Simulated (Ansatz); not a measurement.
The start is a relaxed Cr cell deformed by the Cartesian strain tensor (xx, yy, zz, yz, xz, xy) = (-0.120, 0.074, 0.033, -0.007, 0.041, -0.046). A full variable-cell relaxation at zero pressure is run with r2SCAN (plane waves to 500 eV, PAW, scalar-relativistic; Ansatz, a first-principles code). First-step values are on the input's coarse k-mesh.

Ansatz input (later rounds restart from its end on a renewed k-mesh):
Ansatz 0.2 input:
```yaml
crystal:
  lattice:
    - [-1.2519630291, 1.5761004329, 1.3942154705]
    - [1.3694451449, -1.5945012462, 1.5300983996]
    - [1.1217418887, 1.4642801058, -1.4126162838]
  atoms:
    - { symbol: Cr, position: [0, 0, 0] }
basis: { ecutwfc: 500, ecutrho_ratio: 4, xc_grid: 4, fft_grid_basis: typed }
kpoints: { mp_grid: { grid: [15, 16, 17] } }
hamiltonian:
  xc: r2scan
  dispersion: none
  pseudopotentials: { azcp: { folder: ./paw }, kind: paw }
scf: { occupations: { method: fermi_dirac, width: 0.05 } }
relax: { f_tol: 0.01, max_steps: 100, cell: { stress_tol: 0.02 } }
output: { forces: true, stress: true }
```

Question: What pressure does the first self-consistent step give?

Answer: +14.1 GPa (positive: the cell is compressed).

Question: Does it find its way back to the structure it was made from?

Answer: It relaxes back to the parent, Im-3m (No. 229).

Question: What band gap does the relaxed structure have at this level?

Answer: No gap (metallic).

It ends as:

Space group Im-3m (No. 229); a = 2.831 Å, b = 2.831 Å, c = 2.831 Å, α = 90.00°, β = 90.00°, γ = 90.00°

```tsv
atom	site	symmetry	x	y	z
Cr	2a	m-3m	0.0000	0.0000	0.0000
```
(The calculation used a cell of 1 atom; values per cell refer to that cell.)

Final values are on a 23×23×23 k-mesh of the relaxed cell. No spin polarisation in the result. A magnetic state may lie lower.

The run could not lose the symmetry of its start.
